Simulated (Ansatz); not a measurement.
**Al (Im-3m), clamped-ion strain scan**

Computed with Ansatz, DFT r2SCAN, scalar-relativistic, plane waves, PAW. Settings: plane waves to 500 eV, k-mesh 20×20×20 (Γ-centred), Gaussian smearing 0.15 eV. No spin polarisation. Energies are free energies at this smearing, counted from the undisturbed cell; pressure is positive in compression.

The starting cell (as given, not relaxed at this level; it stands at 0.5 GPa; this bcc form isn't the usual structure):

```
Al
1.0
    -1.59122    1.59122    1.59122
     1.59122   -1.59122    1.59122
     1.59122    1.59122   -1.59122
Al
1
Direct
  0.00000 0.00000 0.00000
```

The cell is strained by ε times the Voigt pattern (0, 0, 0, 1, 0, 0) (xx, yy, zz, yz, xz, xy; engineering shear) with fractional coordinates fixed. The cell is metallic on the mesh throughout.

```
      ε  ΔE (meV/atom) stress summed along the pattern (GPa, tension positive) pressure (GPa)
-0.1000           29.1                                                    -5.84             1.7
-0.0500            6.6                                                    -2.99             0.8
 0.0000            0.0                                                     0.00             0.5
 0.0125            0.3                                                     0.43             0.5
 0.0250            1.2                                                     1.16             0.5
 0.0375            3.3                                                     2.13             0.6
 0.0625           10.8                                                     3.72             1.0
 0.0750           16.0                                                     4.45             1.2
 0.0875           22.1                                                     5.17             1.4
```

By symmetry 0.1000 repeats -0.1000, -0.0750 repeats 0.0750, 0.0500 repeats -0.0500, -0.0250 repeats 0.0250 in energy, with the opposite slope along the path.